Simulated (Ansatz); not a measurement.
PIr$_{2}$:
```
CELL_PARAMETERS angstrom
      0.00000     2.77396     2.77396
      2.77396     0.00000     2.77396
      2.77396     2.77396     0.00000
ATOMIC_POSITIONS crystal
  Ir 0.25000 0.25000 0.25000
  Ir 0.75000 0.75000 0.75000
  P  0.00000 0.00000 0.00000
```

Relaxed with r²SCAN. Special points in fractions of this cell's reciprocal vectors: Γ (0.000, 0.000, 0.000); X (0.500, 0.000, 0.500); U (0.625, 0.250, 0.625); K (0.375, 0.375, 0.750); L (0.500, 0.500, 0.500); W (0.500, 0.250, 0.750).

**Question.** List the band energies nearest the Fermi level at these points for DFT-r²SCAN in the program Ansatz with PAW potentials.

**Answer.** In eV from the Fermi level; about four levels below and three above (degenerate sets whole), none deeper than 8.9 eV; points with the same levels are listed once.

```tsv
k	below	above
Γ	-6.11 -6.11 -0.66 -0.66 -0.66	0.79 1.72 1.72
X	-2.61 -2.61 -0.88 -0.88 -0.16	1.56 1.84 5.71
U	-2.33 -2.02 -1.32 -0.97	1.98 2.13 5.68
L	-2.96 -2.96 -2.68 -2.68 -2.60	4.06 4.58 4.58
W	-2.67 -2.67 -1.93 -1.42 -1.12	1.93 1.93 7.74 7.74
```

Space group Fm-3m (fluorite or antifluorite type). The workflow started from an entry of the Crystallography Open Database (COD). Whether it is the stable phase at ambient conditions was not checked. The cell was relaxed with r²SCAN under the symmetry of its start; whether a distortion lowers the energy is not shown. No spin polarisation was allowed. Spin–orbit coupling is left out wherever it is not named.

Potentials: the later of the program's two PAW sets.
